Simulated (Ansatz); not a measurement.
A generated cell, not matched to a known phase here, of Sc3Si: Pm-3n (No. 223), cP8, A15 (Cr3Si type); a = b = c = 5.3772 Å, α = β = γ = 90.00°; Sc 6c (0.000, 0.500, 0.250); Si 2a (0.000, 0.000, 0.000). Computed with PBEsol (plane waves to 420 eV, PAW, scalar-relativistic; Ansatz, a program for electronic structure). Element references, the lowest calculated here: Si (Fd-3m), Sc (P6₃/mmc).

What formation energy of this Pm-3n form of Sc3Si from the elements does PBEsol give?

-0.38 eV/atom.

How does this cell stand against the other phases calculated?

It lies 0.08 eV/atom above their hull: Sc3Si → 2 Sc + ScSi (ScSi Cmcm, Sc P6₃/mmc) releases that much. A lower structure of this composition may exist.

This is the hull of the energies calculated here, no anion corrections; phases that were not calculated are missing from it. Values are rounded to 0.01 eV/atom. Not shown to be the ambient phase of their composition (a lower form may be missing, and a cell relaxed within its start's symmetry can be a saddle point): Sc3Si (Pm-3n). The compounds carry no spin polarisation.
